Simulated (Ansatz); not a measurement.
A generated cell, not matched to a known phase here, of MgAs: P6₃/mmc (No. 194), hP8; a = b = 3.5270 Å, c = 14.6995 Å, α = β = 90.00°, γ = 120.00°; Mg 4f (0.333, 0.667, 0.125); As 2a (0.000, 0.000, 0.000); As 2d (0.667, 0.333, 0.250). Calculation: PBEsol (plane waves to 420 eV, PAW, scalar-relativistic; Ansatz, a first-principles code). Element references, the lowest calculated here: Mg (P6₃/mmc), As (R-3m).

Give the formation energy of this P6₃/mmc form of MgAs from the elements at the level PBEsol.

-0.34 eV/atom.

A lower structure of this composition may exist.

Static energies, no anion corrections, no zero-point energy. Values are rounded to 0.01 eV/atom. Not shown to be the ambient phase of their composition (a lower form may be missing, and a cell relaxed within its start's symmetry can be a saddle point): MgAs (P6₃/mmc). The compounds carry no spin polarisation.
